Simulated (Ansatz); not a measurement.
Ti (hcp, Mg type)

Space group P6₃/mmc (No. 194); a = b = 2.939 Å, c = 4.650 Å, α = β = 90.00°, γ = 120.00°

```csv
atom,site,symmetry,x,y,z
Ti,2d,-6m2,0.6667,0.3333,0.2500
```

The volume is varied about the relaxed value V₀ at fixed cell shape. Symmetry pins the atoms to their sites.

Computed with PBE (plane waves to 420 eV, PAW, scalar-relativistic; Ansatz, a first-principles code). k mesh 18×18×10 (Γ-centred), Fermi-Dirac smearing 0.05 eV. The energy includes the smearing's −TS. Stress and pressure are positive under compression. The PAW data are Ansatz's earlier set. Ti is run without spin polarisation. Ti was relaxed with its symmetry unable to fall. ΔE is measured from the relaxed starting cell.

```
V (Å³/cell)  P (GPa)  ΔE (meV/atom)
-----------  -------  -------------
31.30           14.2              …
32.17           10.0              …
33.04            6.3             16
33.91            3.0              4
34.78            0.0              0
35.65           -2.7              4
36.52           -5.0             14
37.39           -7.1             31
38.26           -9.0             52
```

What belongs in the gaps?


- 31.30, ΔE (meV/atom): 71
- 32.17, ΔE (meV/atom): 38

(A scan under strain: stresses follow from slopes of the energy per volume, elastic moduli from its curvatures.)
